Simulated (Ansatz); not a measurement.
Method: PBEsol, no spin polarisation; PAW, plane waves to 420 eV, 8×8×5 Γ-centred mesh, cold occupations (width 0.0866 eV) (Ansatz 0.2.0), atoms fixed.

Computed maps in the lattice plane spanned by b (left to right, 4.62 Å, 14 points from zero) and c (bottom to top, 7.70 Å, 23 points from zero), 90° apart, at height 0.333 along a. The fields are smooth PAW ones with compensation charges, not the true ones near nuclei.

Valence density. Digits on a logarithmic scale: 0 up to 0.03 e/Å³, each further digit a factor of 1.6, 9 from 1.3 e/Å³ up:
```
23333211111111
23333221111112
33443322111122
34444332222223
44444433323333
44544443444334
44444444799644
44444445999943
33333335999943
32222334899633
22222233455433
22222233444433
32222334555443
32223345666654
43223456899865
43333468999975
43333469999985
43223468999975
33223457999865
32222345677654
22222334455443
23332223333322
23333222222222
```

ELF. Ten even steps from '0' (0.00) to '9' (0.62):
```
01111011222210
11111122222222
54444544333344
88788876434567
98889996312479
98778993000059
98779960466218
98788921745605
87778711735604
66666620476204
54445552011035
54334578756786
64224789999998
84235897555689
96347975433558
97558964100257
98568964000157
97458964100257
84236975423568
51012697655688
10000279988995
00110136899852
01110013555420
```

The cell is SrMg$_{2}$Sn$_{2}$. Which atoms lie within 0.2 Å of this plane, and where (fractions of b and c)?

Mg at (0.67, 0.63), Sn at (0.67, 0.26). The whole cell:
```yaml
crystal:
  lattice:
    - [4.62229, 0.00000, 0.00000]
    - [-2.31114, 4.00302, 0.00000]
    - [0.00000, 0.00000, 7.70053]
  atoms:
    - { symbol: Mg, position: [0.33330, 0.66670, 0.62860] }
    - { symbol: Mg, position: [0.66670, 0.33330, 0.37140] }
    - { symbol: Sn, position: [0.33330, 0.66670, 0.25710] }
    - { symbol: Sn, position: [0.66670, 0.33330, 0.74290] }
    - { symbol: Sr, position: [0.00000, 0.00000, 0.00000] }
```

Origin: a known structure type with other elements, at an estimated volume, so it need not be a known compound.
